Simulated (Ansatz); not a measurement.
Starting cell, TiB₂ (AlB2 type, space group P6/mmm):

```yaml
crystal:
  lattice:
    - [3.02469, 0.00000, 0.00000]
    - [-1.51235, 2.61946, 0.00000]
    - [0.00000, 0.00000, 3.22263]
  atoms:
    - { symbol: Ti, position: [0.00000, 0.00000, 0.00000] }
    - { symbol: B, position: [0.33333, 0.66667, 0.50000] }
    - { symbol: B, position: [0.66667, 0.33333, 0.50000] }
```

In this cell atom 1 (Ti, nearest neighbour B at 2.376 Å; its periodic images, 3.0 Å or more away, move with it) is moved by u·(0.707, 0.707, 0.000) + v·(0.000, 0.000, 1.000); the rest is frozen.

Level of theory: r2SCAN (plane waves to 500 eV, PAW, scalar-relativistic; Ansatz, an electronic-structure program). k mesh 14×14×12 (Γ-centred), Fermi-Dirac smearing 0.05 eV. Stress and pressure are positive under compression. With partly filled bands, energies and forces of such displacements shift with the k mesh and the smearing. TiB2 is run without spin polarisation. TiB2 was relaxed with its symmetry unable to fall. The last digit holds for this mesh only.

Changes of P (GPa) from the point u = 0.000 Å, v = 0.000 Å when one coordinate moves alone (two changes are said to add if the coupling is within 5 % of the smaller one, nearly so within 20 %):

```csv
point,change
"u = 0.000 Å, v = -0.360 Å",17.27
"u = 0.000 Å, v = -0.180 Å",4.37
"u = -0.360 Å, v = 0.000 Å",11.98
"u = -0.180 Å, v = 0.000 Å",3.08
"u = 0.180 Å, v = 0.000 Å",3.08
"u = 0.360 Å, v = 0.000 Å",11.98
"u = 0.000 Å, v = 0.180 Å",4.37
"u = 0.000 Å, v = 0.360 Å",17.27
```

Task: What is the change at u = 0.360 Å, v = 0.180 Å, where both move, and how far is it from the sum?

Result: The sum of the single changes is 11.98 + (4.37) = 16.35; the calculation gives 17.04, so the coupling contributes 0.69 (under 20 % of the smaller single change, nearly additive).

Task: What is the change at u = 0.360 Å, v = -0.360 Å, where both move, and how far is it from the sum?

Result: The sum of the single changes is 11.98 + (17.27) = 29.25; the calculation gives 32.11, so the coupling contributes 2.86 (over 20 % of the smaller single change, not additive).

Task: What is the change at u = -0.180 Å, v = 0.360 Å, where both move, and how far is it from the sum?

Result: The sum of the single changes is 3.08 + (17.27) = 20.35; the calculation gives 21.09, so the coupling contributes 0.74 (over 20 % of the smaller single change, not additive).

(A displaced cell: forces are minus the slopes of the energy, force constants its curvatures, and phonons follow from these.)
